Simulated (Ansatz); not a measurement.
BP in space group P6_3/mmc (No. 194; B on 2c, P on 2d), a = b = 3.198 Å, c = 7.967 Å, α = β = 90.00°, γ = 120.00°.

Relaxed with r²SCAN+D4. r²SCAN+D4 (plane waves, PAW; program Ansatz) gives a gap of 0.87 eV.

What gap does HSE06 give on the same cell (Ansatz, PAW)?

1.17 eV, 0.30 eV more. The hybrid was solved on a coarser mesh and at special points; its gap is the smallest among all of these.

| k | v1 r²SCAN+D4 | c1 r²SCAN+D4 | v1 HSE06 | c1 HSE06 |
|---|---|---|---|---|
| Γ | -1.76 | 3.69 | … | … |
| A | -1.78 | 4.93 | … | … |
| K | -0.37 | 1.38 | … | … |
| H | -0.08 | 0.94 | … | … |
| M | -0.49 | 0.87 | -0.57 | 1.17 |
| L | -1.19 | 1.51 | -1.31 | 1.83 |

Top valence (v1) and lowest conduction level (c1) in eV from each method's valence maximum (which need not be a listed point): supply the withheld HSE06 values.


- A, v1 HSE06: -2.13
- A, c1 HSE06: 5.50
- Γ, v1 HSE06: -2.10
- Γ, c1 HSE06: 3.97
- K, v1 HSE06: -0.36
- K, c1 HSE06: 1.64
- H, v1 HSE06: -0.08
- H, c1 HSE06: 1.21

Cost on shared cores: the r²SCAN+D4 run (SCF on a 10×10×4 mesh, then bands and DOS) very roughly 27 core-seconds, the HSE06 run (SCF on 7×7×3, then a few points) about 90 core-seconds (a rough figure); the tasks are unlike.

The start of the workflow was typed in or built on a structure type; neither database checked (COD, Materials Project) lists it. It is not the phase usual at ambient conditions (space group No. 216). Symmetry was held in the r²SCAN+D4 relaxation; its stability against distortions is not shown here.

Potentials: the earlier of the program's two PAW sets.
